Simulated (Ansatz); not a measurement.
An Ansatz (a quantum-chemistry and plane-wave program) run. Input:

Ansatz 0.2 input:
```yaml
crystal:
  lattice:
    - [0.0, 3.8716288923, 3.8716288923]
    - [3.8716288923, 0.0, 3.8716288923]
    - [3.8716288923, 3.8716288923, 0.0]
  atoms:
    - { symbol: Si, position: [0.625, 0.625, 0.125] }
    - { symbol: Si, position: [0.625, 0.125, 0.625] }
    - { symbol: Si, position: [0.625, 0.625, 0.625] }
    - { symbol: Si, position: [0.125, 0.625, 0.625] }
    - { symbol: Si, position: [0.25, 0.25, 0.25] }
    - { symbol: Si, position: [0.0, 0.0, 0.0] }
    - { symbol: N, position: [0.8675487111, 0.8675487111, 0.8675487111] }
    - { symbol: N, position: [0.8526461334, 0.3824512889, 0.3824512889] }
    - { symbol: N, position: [0.8675487111, 0.8675487111, 0.3973538666] }
    - { symbol: N, position: [0.3824512889, 0.8526461334, 0.3824512889] }
    - { symbol: N, position: [0.3973538666, 0.8675487111, 0.8675487111] }
    - { symbol: N, position: [0.3824512889, 0.3824512889, 0.3824512889] }
    - { symbol: N, position: [0.8675487111, 0.3973538666, 0.8675487111] }
    - { symbol: N, position: [0.3824512889, 0.3824512889, 0.8526461334] }
kpoints:
  mp_grid: { grid: [6, 6, 6] }
hamiltonian:
  xc: pbesol
  pseudopotentials: { azcp: { folder: ./paw }, kind: paw }
scf:
  occupations: { method: fixed }
phonons:
  method: dfpt
  response_accuracy: low
  eigenvectors: true
  rigid_motions: translations
  dielectric: true
```

Output (shortened):

```
Pseudopotential: Si, paw, valence charge 4
Pseudopotential: N, paw, valence charge 5
Functional definition: PBEsol
Crystal: 14 atoms, lattice volume = 116.068 Å³
Basis set: ecut = 420 eV, 2229 PW (Γ), exchange–correlation on 80×80×80 points (8 copies of the dense FFT grid, shifted against one another)
Bands: 46, of which v1, the nominal top of the filled ones, is band 32 counted from 1 (31 counted from 0)
Symmetry: 48 space group operations
k-points: 68 of 216 (irreducible under 2 space group operations, time reversal used)
SCF iter   1: F=—  HF=-6780.791382 eV  |F-HF|=—  |Δ(HF+E_count)|=         —  Δρ=1.46e-1  dr2=2.53e1  ethr=3.10e-3  ⟨swp⟩=5.0  Hψ=12537  notcnv=0  defer=673
preconditioner: auto → Resta (q_TF=auto, 2.471 Å⁻¹)
SCF iter   2: F=—  HF=-6773.148734 eV  |F-HF|=—  |Δ(HF+E_count)|=    7.64e0  Δρ=4.99e-2  dr2=1.85e0  ethr=3.10e-3  ⟨swp⟩=4.1  Hψ=8070  notcnv=0  defer=743
SCF iter   3: F=—  HF=-6772.770244 eV  |F-HF|=—  |Δ(HF+E_count)|=   3.78e-1  Δρ=2.31e-2  dr2=3.19e-1  ethr=2.89e-3  ⟨swp⟩=2.8  Hψ=4145  notcnv=0  defer=780
SCF iter   4: F=—  HF=-6772.722141 eV  |F-HF|=—  |Δ(HF+E_count)|=   4.81e-2  Δρ=1.61e-3  dr2=2.64e-3  ethr=4.98e-4  ⟨swp⟩=2.1  Hψ=2771  notcnv=0  defer=795
SCF iter   5: F=—  HF=-6772.723512 eV  |F-HF|=—  |Δ(HF+E_count)|=   1.37e-3  Δρ=5.65e-4  dr2=2.37e-4  ethr=4.12e-6  ⟨swp⟩=2.2  Hψ=4675  notcnv=0  defer=802
SCF iter   6: F=—  HF=-6772.723608 eV  |F-HF|=—  |Δ(HF+E_count)|=   9.60e-5  Δρ=6.99e-5  dr2=6.79e-6  ethr=3.71e-7  ⟨swp⟩=2.0  Hψ=4300  notcnv=0  defer=802
SCF iter   7: F=—  HF=-6772.723611 eV  |F-HF|=—  |Δ(HF+E_count)|=   3.06e-6  Δρ=9.10e-6  dr2=5.92e-8  ethr=1.06e-8  ⟨swp⟩=2.0  Hψ=4308  notcnv=0  defer=763
SCF iter   8: F=—  HF=-6772.723610 eV  |F-HF|=—  |Δ(HF+E_count)|=   1.17e-6  Δρ=1.42e-6  dr2=1.65e-9  ethr=9.25e-11  ⟨swp⟩=2.0  Hψ=5167  notcnv=0  defer=728
SCF iter   9: F=-6772.723610 eV  HF=-6772.723610 eV  |F-HF|=2.00e-11  |Δ(HF+E_count)|=  9.76e-10  Δρ=2.10e-7  dr2=5.13e-11  ethr=1.00e-12  ⟨swp⟩=22.5  Hψ=29679  notcnv=0
SCF 1 converged in 9 iterations: F = -6772.723610 eV  dr2 = 5.13e-11
NSCF: frozen V_eff on 3 k-points
DFPT response loops at Γ: preconditioner auto → none (the input reference at scf.mixing.eps_inf says where Resta's filter doesn't serve); β = 0.50 …
SCF converged after 9 iterations
Free energy (F): -6772.723610 eV
Harris-Foulkes:  -6772.723610 eV  (|F-HF|=2.00e-11)
Internal energy: -6772.723610 eV  (E = F + TS)
E sigma→0 (E₀):  -6772.723610 eV
Fermi energy:    11.154966 eV
--- Per-component energies (eV) ---
  E_band       = 277.434182
  E_kinetic    = 1343.804637
  E_local      = -1340.977649  (includes V_loc(G=0)·N_el)
  E_nonlocal   = 402.021189
  E_hartree    = 481.442004
  E_xc         = -826.572326
  E_vxc        = -913.902973  (∫ρ·V_xc dr)
  E_paw        = -3975.899209  (= ΣΔE_a)
  E_vpaw       = -176.402303  (= ΣTr[D̂ρ^β])
  E_aug_tail   = 0.007286  (compensation charges beyond the density's cutoff)
  E_ewald      = -2856.963696
  E_core_change = 0.414155  (= ΣΔE_core)
  E_smearing   =  0.000000  (= −TS)
  E_closure    =  0.000000  (closes the sum)
  Σ components = -6772.723610   (vs F -6772.723610, Δ=0.00e0)
  [band-id]    e_kinetic+e_local+e_nonlocal+2·e_hartree+e_vxc+e_vpaw+e_augmentation_tail = 277.434195   (vs E_band 277.434182, Δ=1.33e-5)
--- Band table (eV; the first three rows and the last of 68) ---
  k-point 0: bands = ["-7.7895", "-4.4180", "-3.4708", "-3.4708", "-3.4708", "-2.4598", "-2.4598", "-2.4598", "0.5424", "1.5924", "2.1220", "2.1220", "2.1220", "3.7771", "3.7771", "6.9140", "6.9140", "6.9140", "8.7655", "8.7655", "8.7655", "9.2557", "9.2557", …
  k-point 1: bands = ["-7.6393", "-4.6061", "-3.8071", "-3.4438", "-3.4438", "-2.5740", "-2.5709", "-2.5709", "0.9182", "1.8983", "2.3280", "2.3280", "2.7363", "4.0466", "4.0466", "6.4116", "6.8388", "6.8388", "8.3591", "8.3591", "8.6916", "8.8515", "9.1545", …
  k-point 2: bands = ["-7.2123", "-5.3617", "-3.9865", "-3.3536", "-3.3536", "-2.8626", "-2.8202", "-2.8202", "1.6646", "2.6089", "2.8939", "2.8939", "4.1361", "4.4825", "4.4825", "5.6077", "6.5995", "6.5995", "7.4197", "7.9810", "7.9810", "8.6544", "8.6544", …
  k-point 67: bands = ["-6.7791", "-5.9829", "-3.9822", "-3.2516", "-3.2516", "-3.0180", "-2.9979", "-2.9979", "2.4651", "2.5009", "3.3934", "3.3934", "4.3740", "4.3740", "5.4177", "5.4607", "6.5097", "6.9011", "6.9011", "7.4379", "7.4747", "7.4747", …
--- Phonons (Γ-DFPT): 3 representative perturbations + reference, on 68 of 216 k-points (Σ response iterations 9) ---
  ASR residual: 4.924e-5 → 0.000e0 eV/Å²; symmetrization residual: 1.232e-5 eV/Å²
  ASR residual per site (eV/Å²): 4.92e-5 4.92e-5 4.92e-5 4.92e-5 4.86e-5 4.86e-5 3.85e-5 3.85e-5 3.85e-5 3.85e-5 3.85e-5 3.85e-5 3.85e-5 3.85e-5
  Γ frequencies (cm⁻¹): 0.00 0.00 0.00 308.98 308.98 308.98 397.21 397.21 397.21 407.27 407.27 407.27 441.24 441.24 493.22 493.22 493.22 509.05 509.05 602.88 602.88 602.88 616.56 616.56 616.56 711.69 711.69 711.69 719.32 719.32 719.32 758.02 758.02 771.17 …
  ε∞ (high-frequency dielectric tensor):
        5.314517     0.000000     0.000000
        0.000000     5.314517     0.000000
        0.000000     0.000000     5.314517
  ε⁰ (static dielectric tensor: ions relaxed, cell fixed):
       12.584289     0.000000     0.000000
        0.000000    12.584289     0.000000
        0.000000     0.000000    12.584289
  ε⁰ − ε∞ (ionic part):
        7.269772     0.000000     0.000000
        0.000000     7.269772     0.000000
        0.000000     0.000000     7.269772
  softest optical mode at Γ: 308.98 cm⁻¹; the repairs (sum rule, projections) moved no ω² at Γ by more than (3.31 cm⁻¹)²
  Born effective charges Z* (e; rows j = field, columns β = displacement):
    site 0:
         3.66898    0.16498   -0.16498
         0.16498    3.66898   -0.16498
        -0.16498   -0.16498    3.66898
    site 1:
         3.66898   -0.16498    0.16498
        -0.16498    3.66898   -0.16498
         0.16498   -0.16498    3.66898
    site 2:
         3.66898    0.16498    0.16498
         0.16498    3.66898    0.16498
         0.16498    0.16498    3.66898
    site 3:
         3.66898   -0.16498   -0.16498
        -0.16498    3.66898    0.16498
        -0.16498    0.16498    3.66898
    site 4:
         3.59597    0.00000    0.00000
         0.00000    3.59597    0.00000
         0.00000    0.00000    3.59597
    site 5:
         3.59597    0.00000    0.00000
         0.00000    3.59597    0.00000
         0.00000    0.00000    3.59597
    site 6:
        -2.73348   -0.22924   -0.22924
        -0.22924   -2.73348   -0.22924
        -0.22924   -0.22924   -2.73348
    site 7:
        -2.73348    0.22924    0.22924
         0.22924   -2.73348   -0.22924
         0.22924   -0.22924   -2.73348
    site 8:
        -2.73348   -0.22924    0.22924
        -0.22924   -2.73348    0.22924
         0.22924    0.22924   -2.73348
    site 9:
        -2.73348    0.22924   -0.22924
         0.22924   -2.73348    0.22924
        -0.22924    0.22924   -2.73348
    site 10:
        -2.73348    0.22924    0.22924
         0.22924   -2.73348   -0.22924
         0.22924   -0.22924   -2.73348
    site 11:
        -2.73348   -0.22924   -0.22924
        -0.22924   -2.73348   -0.22924
        -0.22924   -0.22924   -2.73348
    site 12:
        -2.73348    0.22924   -0.22924
         0.22924   -2.73348    0.22924
        -0.22924    0.22924   -2.73348
    site 13:
        -2.73348   -0.22924    0.22924
        -0.22924   -2.73348    0.22924
         0.22924    0.22924   -2.73348
  Z* charge neutrality: 4.549e-5 e pre-enforcement
  k-mesh period / interband length: 32.9 Å / 1.63 Å = 20.18 at k = (0.0000, 0.0000, 0.0000), direct gap 3.324 eV — 14 or more, which is no proof of convergence
  optical modes at Γ without the LO–TO term, one row a degenerate level:
      ω (cm⁻¹)  modes    IR ((D/Å)²/amu)
        308.98      3             0.0000
        397.21      3             2.3895
        407.27      3             0.0000
        441.24      2             0.0000
        493.22      3             0.0000
        509.05      2             0.0000
        602.88      3           328.3849
        616.56      3             0.0000
        711.69      3             0.0000
        719.32      3            26.8051
        758.02      2             0.0000
        771.17      1             0.0000
        801.16      3           138.9088
        822.51      3             0.0000
        926.82      1             0.0000
        953.95      1             0.0000
  optical modes at Γ + LO–TO along q̂ = [1.0000, 0.0000, 0.0000]:
      ω (cm⁻¹)  modes    IR ((D/Å)²/amu)
        308.98      3             0.0000
        397.21      2             1.5930
        398.27      1             0.0745
        407.27      3             0.0000
        441.24      2             0.0000
        493.22      3             0.0000
        509.05      2             0.0000
        602.88      2           218.9233
        616.56      3             0.0000
        698.11      1             4.4121
        711.69      3             0.0000
        719.32      2            17.8700
        744.51      1             5.3539
        758.02      2             0.0000
        771.17      1             0.0000
        801.16      2            92.6059
        822.51      3             0.0000
        926.82      1             0.0000
        953.95      1             0.0000
       1025.91      1           155.6556
  optical modes at Γ + LO–TO along q̂ = [0.0000, 1.0000, 0.0000]:
      ω (cm⁻¹)  modes    IR ((D/Å)²/amu)
        308.98      3             0.0000
        397.21      2             1.5930
        398.27      1             0.0745
        407.27      3             0.0000
        441.24      2             0.0000
        493.22      3             0.0000
        509.05      2             0.0000
        602.88      2           218.9233
        616.56      3             0.0000
        698.11      1             4.4121
        711.69      3             0.0000
        719.32      2            17.8700
        744.51      1             5.3539
        758.02      2             0.0000
        771.17      1             0.0000
        801.16      2            92.6059
        822.51      3             0.0000
        926.82      1             0.0000
        953.95      1             0.0000
       1025.91      1           155.6556
  optical modes at Γ + LO–TO along q̂ = [0.0000, 0.0000, 1.0000]:
      ω (cm⁻¹)  modes    IR ((D/Å)²/amu)
        308.98      3             0.0000
        397.21      2             1.5930
        398.27      1             0.0745
        407.27      3             0.0000
        441.24      2             0.0000
        493.22      3             0.0000
        509.05      2             0.0000
        602.88      2           218.9233
        616.56      3             0.0000
        698.11      1             4.4121
        711.69      3             0.0000
        719.32      2            17.8700
        744.51      1             5.3539
        758.02      2             0.0000
        771.17      1             0.0000
        801.16      2            92.6059
        822.51      3             0.0000
        926.82      1             0.0000
        953.95      1             0.0000
       1025.91      1           155.6556
```

Cost: roughly 3.0 core-minutes on shared cores.

Space group Fd-3m. The PBEsol relaxation kept the symmetry of its start.

Potentials: the earlier of the program's two PAW sets. The files were generated under PBE; for other functionals the program regenerates the frozen cores, and for LDA and PBEsol the local potential too.

Ansatz is a plane-wave DFT program.
